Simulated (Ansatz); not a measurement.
Relaxed candidate structures of MgF$_{2}$:

A. P4₂/mnm (No. 136), tP6, rutile type; a = 4.6388 Å, b = 4.6388 Å, c = 3.0624 Å, α = 90.00°, β = 90.00°, γ = 90.00°; Mg 2a (0.000, 0.000, 0.000); F 4g (0.197, 0.197, 0.500); non-magnetic

B. Pnma (No. 62), oP12; a = 9.907 Å, b = 3.272 Å, c = 3.760 Å, α = 90.00°, β = 90.00°, γ = 90.00°; Mg 4c (0.382, 0.250, 0.236); F 4c (0.217, 0.250, 0.568); F 4c (0.025, 0.750, 0.241); non-magnetic

C. P4₂/nnm, origin choice 1 (No. 134), tP6; a = b = 4.3054 Å, c = 4.4043 Å, α = β = γ = 90.00°; close to Pn-3m at 0.1 Å; F 4f (0.750, 0.750, 0.750); Mg 2a (0.000, 0.000, 0.000); non-magnetic

D. Imma (No. 74), oI12; a = 3.875 Å, b = 6.359 Å, c = 8.896 Å, α = β = γ = 90.00°; Mg 4e (0.000, 0.250, 0.389); F 4e (0.000, 0.250, 0.163); F 4b (0.000, 0.000, 0.500); non-magnetic

E. Fd-3m, origin choice 1 (No. 227), cF24, AFLOW prototype A2B_cF24_227_c_a (C9, as in SiO2); a = 8.628 Å, b = 8.628 Å, c = 8.628 Å, α = 90.00°, β = 90.00°, γ = 90.00°; F 16d (0.625, 0.625, 0.625); Mg 8b (0.500, 0.500, 0.500); non-magnetic

Q: Rank these by energy per atom (lowest first), as PBEsol (plane waves to 420 eV, PAW, scalar-relativistic; Ansatz, a program for electronic structure) gives it.

A: A (reference, the lowest among the structures calculated here), B (+94 meV/atom), D (+127 meV/atom), E (+190 meV/atom), C (+216 meV/atom)

Q: Give each candidate's band gap.

A: No candidate is metallic. A: 6.89 eV (no spin-orbit coupling); B: 6.52 eV (no spin-orbit coupling); C: 6.13 eV (no spin-orbit coupling); D: 6.53 eV (no spin-orbit coupling); E: 6.64 eV (no spin-orbit coupling).

1 run with a doubtful electronic state, a coarser numerical grid, an end not at rest or a source that can't be used is left out. 4 generated cells of layers, chains or molecules, poorly bound without dispersion, are left out. Each run could gain symmetry but not lose that of its start, so entries can be saddle points. From databases, or of a type measured for this composition: P4₂/mnm, tP6, rutile type, non-magnetic; Imma, oI12, non-magnetic; the others are generated cells (placed on structure types, drawn at random, substituted or restacked) that were not matched to a known phase here. Each structure is listed in the lowest spin state found for it. Static energies at zero pressure. The runs use different k-meshes, so differences are rounded accordingly. No spin polarisation in the result. Gaps of cells over 8 atoms come from the SCF mesh and high-symmetry points alone.
